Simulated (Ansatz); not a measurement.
Total density of states per atom from r²SCAN+D4 in the plane-wave PAW code Ansatz, in 0.25 eV bins, energy from the valence-band maximum:

```
E (eV) | states/eV/atom
    -7.85 |  0.00
    -7.60 |  0.00
    -7.35 |  0.00
    -7.10 |  0.00
    -6.85 |  0.00
    -6.60 |  0.00
    -6.35 |  0.00
    -6.10 | ### 0.18
    -5.85 | ########### 0.57
    -5.60 | ###### 0.33
    -5.35 | # 0.06
    -5.10 |  0.00
    -4.85 | ###### 0.33
    -4.60 | ################ 0.86
    -4.35 | ###################### 1.18
    -4.10 | ########################### 1.40
    -3.85 | ###################### 1.18
    -3.60 | ###################### 1.17
    -3.35 | ######################## 1.26
    -3.10 | ################# 0.91
    -2.85 | ########################### 1.42
    -2.60 | ############################## 1.58
    -2.35 | ############################ 1.46
    -2.10 | ########################## 1.38
    -1.85 | ##################### 1.10
    -1.60 | ################## 0.97
    -1.35 | ############# 0.69
    -1.10 | ########## 0.55
    -0.85 | ############ 0.66
    -0.60 | ########## 0.50
    -0.35 | ############## 0.72
    -0.10 | ## 0.12
     0.15 |  0.00
     0.40 |  0.00
     0.65 |  0.00
     0.90 |  0.00
     1.15 |  0.00
     1.40 |  0.00
     1.65 |  0.00
     1.90 |  0.01
     2.15 |  0.02
     2.40 | # 0.04
     2.65 | # 0.05
     2.90 | # 0.06
     3.15 | ## 0.09
     3.40 | #### 0.23
     3.65 | ##### 0.27
     3.90 | ###### 0.33
     4.15 | ### 0.16
     4.40 | #### 0.20
     4.65 | ##### 0.28
     4.90 | #### 0.22
     5.15 | #### 0.21
     5.40 | ## 0.12
     5.65 | #### 0.21
     5.90 | ##### 0.24
     6.15 | ####### 0.39
     6.40 | #### 0.21
```

Task: Pick the material that matches.
A) AgC6, P6/mmm (C on 6j, Ag on 1b)
B) HfO2, fluorite
C) HBr, Cmc2_1 (H on 4a, Br on 4a)
D) Ag2H2IOF, P2_1 (Pearson symbol mP14)

Result: D, Ag2H2IOF, P2_1 (Pearson symbol mP14). Top 1 eV of the valence band: Ag 4d 45 %, I 5p 39 %, O 2p 8 %. Bottom 1 eV of the conduction band: Ag 5s 59 %, I 5p 16 %, I 5s 9 %. Projections are on Löwdin-orthogonalised atomic valence shells; empty p or d shells of many metals are not among them.

The workflow started from a Materials Project entry (that database holds measured and hypothetical structures alike); the Crystallography Open Database copy checked does not list it. Whether it is the stable phase at ambient conditions was not checked. The cell was relaxed with r²SCAN+D4 under the symmetry of its start; its stability against distortions is not shown here. No spin polarisation was allowed. Scalar-relativistic: spin–orbit coupling is off unless named, which matters more the heavier the elements.

Potentials: the later of the program's two PAW sets.
